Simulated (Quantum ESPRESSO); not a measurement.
## Ge6BN (a curve over one atom's position)

Computed values, not a measurement. The program is pw.x of Quantum ESPRESSO 7.5 (plane-wave density functional theory). The cell is made up: 8 atoms on a zincblende/diamond lattice, with randomly drawn elements, strain and displacements, not relaxed. PseudoDojo standard norm-conserving files (v0.5 for PBE, v0.4.1 for LDA and PBEsol) set the functional; there is no spin polarisation, spin-orbit coupling or dispersion term, and the masses in the input are unused placeholders.

Seven runs move atom 6 (Ge, counted in the order of the input) along z and keep all else fixed.

Input of the run at +0.0389:

```
&control calculation='scf', pseudo_dir='./dojo.nc.sr.pbe.v0_5.standard.upf', outdir='./o', disk_io='medium', tprnfor=.true., tstress=.true. /
&system ibrav=0, nat=8, ntyp=3, nbnd=56, ecutwfc=84.00895049, nosym=.true., tot_charge=0,
 occupations='smearing', smearing='fd', degauss=0.0073498644
/
&electrons conv_thr=7.350e-09, electron_maxstep=60, /
ATOMIC_SPECIES
B 1.0 B.upf
Ge 1.0 Ge.upf
N 1.0 N.upf
CELL_PARAMETERS angstrom
5.6735 0.0 0.0
0.0 5.6735 0.0
0.0 0.0 5.6735
ATOMIC_POSITIONS angstrom
Ge -0.0168 0.0636 0.0642
Ge 0.1014 2.8347 2.8333
B 2.7494 -0.0897 2.9038
N 2.8608 2.8717 0.0498
Ge 1.2821 1.3131 1.367
Ge 1.3304 4.1862 4.1871
Ge 4.2339 1.358 4.3548
Ge 4.1804 4.1846 1.4634
K_POINTS automatic
6 6 6 1 1 1
```

```
shift of atom 6 along z (Å)  free energy less that of the input shown (eV)  Fx on atom 6 (eV/Å)  Fy on atom 6 (eV/Å)  Fz on atom 6 (eV/Å)  pressure (GPa)  iterations
                    -0.1020                                         0.2448                3.477                3.076                2.284           -6.46          12
                    -0.0825                                         0.2017                3.411                2.924                2.134           -6.56          12
                    -0.0392                                         0.1166                3.281                2.593                1.798           -6.75          12
                    +0.0389                                         0.0000                3.093                2.012                1.188           -7.03          12
                    +0.0679                                        -0.0312                3.038                1.800                0.962           -7.11          12
                    +0.0820                                        -0.0440                3.014                1.698                0.853           -7.14          12
                    +0.1092                                        -0.0643                2.974                1.503                0.644           -7.20          12
```

A cubic fit gives dFz/dz = -7.82 eV/Å² at zero shift. Across the table the free energy follows the integral of the force to within 0.1 meV. A rerun of one of the cells at 1437 eV and a 8 x 8 x 8 mesh moved values by no more than 0.004 eV in energy, 0.02 GPa in stress and 0.005 eV/Å in force.